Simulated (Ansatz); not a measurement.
Values for one crystal, relaxed and computed with PBEsol in the plane-wave PAW code Ansatz; other levels are named.

```yaml
volume_per_atom: 13.10 Å³
electronic_character: metallic (no gap)
zone_centre_stability: no imaginary mode at Γ
debye_temperature_from_the_elastic_constants: 445 K
Bulk modulus (Birch–Murnaghan fit): 303 GPa
Density of states at the Fermi level: 0.32 states/eV per atom (mean over ±0.08 eV)
Elastic constants (relaxed ions, GPa): C11 = 500, C12 = 187, C13 = 214, C14 = 0.0, C33 = 502, C44 = 177
```

**Question.** Which compound is it?
(A) TaAs, CsCl type
(B) Mn3SnN, anti-perovskite
(C) Ta2N, P-31m (Ta on 6k, N on 2d, N on 1a)
(D) TaSi2, P6_222 (Ta on 3c, Si on 6i)

**Answer.** C, Ta2N, P-31m (Ta on 6k, N on 2d, N on 1a)

The first step of the workflow began from a Materials Project structure, measured or hypothetical; the Crystallography Open Database copy checked does not list it. Whether it is the stable phase at ambient conditions was not checked. The PBEsol relaxation kept the symmetry of its start. No spin polarisation was allowed. With an odd number of electrons in the cell and no spin polarisation, the count alone makes it a metal. As this level gives no gap, shear constants depend on the k-mesh and smearing (Fermi–Dirac, 0.1 eV here). Spin–orbit coupling is left out wherever it is not named.

Potentials: the later of the program's two PAW sets.
